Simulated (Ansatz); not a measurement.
Computed with DFT PBE, scalar-relativistic, plane waves, PAW (Ansatz). Cutoff 420 eV, Γ-centred meshes of about 0.25 Å⁻¹ or finer for metals and 0.3 Å⁻¹ for insulators (2π included), Gaussian smearing. No spin polarisation.

These are static total energies at zero pressure.

Two forms of SiBi2Te5 were relaxed alike.

A.

```
CELL_PARAMETERS angstrom
7.36419 0.00000 0.00000
0.00000 7.36419 0.00000
0.00000 0.00000 6.94486
ATOMIC_POSITIONS crystal
Si 0.00000 0.00000 0.03289
Bi 0.50000 0.00000 0.90677
Bi 0.00000 0.50000 0.90677
Te 0.24938 0.24938 0.13916
Te 0.75062 0.75062 0.13916
Te 0.75062 0.24938 0.13916
Te 0.24938 0.75062 0.13916
Te 0.00000 0.00000 0.67720
```

B.

```
CELL_PARAMETERS angstrom
-4.01070 4.01070 4.23496
4.01070 -4.01070 4.23496
4.01070 4.01070 -4.23496
ATOMIC_POSITIONS crystal
Si 0.01843 0.01843 0.00000
Bi 0.78869 0.28869 0.50000
Bi 0.28869 0.78869 0.50000
Te 0.71422 0.18512 0.00000
Te 0.18512 0.18512 0.47090
Te 0.71422 0.71422 0.52910
Te 0.18512 0.71422 0.00000
Te 0.32851 0.32851 0.00000
```

**Question.** Which would you expect to be lower, and how large is the difference?

**Answer.** B is lower, by 19 meV/atom. A has space group P4mm (No. 99), 47.1 Å³/atom and no gap on its mesh; B has space group I4mm (No. 107), 34.1 Å³/atom and no gap. Counting Te atoms around Bi and Si (those within 1.25 times the shortest such distance or 1.15 times the sum of covalent radii, 1.27 where that leaves under three; a plus sign parts nearer from farther groups), A has Si 1+4, Bi 4 and B has Si 5, Bi 4. Even the lower one lies +0.07 eV/atom against the reference forms of the elements (uncorrected), so neither is stable at this level. Both come from trial cells of a structure search, whose lowest cell (P-3m1, 32.8 Å³/atom) lies 124 meV/atom below the lower of the two.

The k mesh leaves some 4 meV/atom of noise in the energy of each metallic cell. No dispersion correction is applied, so the spacing and binding between layers, chains or molecules are poorly described (P4mm), and this can change margins and order among such cells. Spin–orbit coupling, which can matter for Bi and Te, is left out. The zero gap of P4mm may come from the functional, which often closes small gaps. Cells relaxed within their symmetry can be saddle points. Some structure types and database cells were kept out of the candidates from the start, so a known form may be missing.
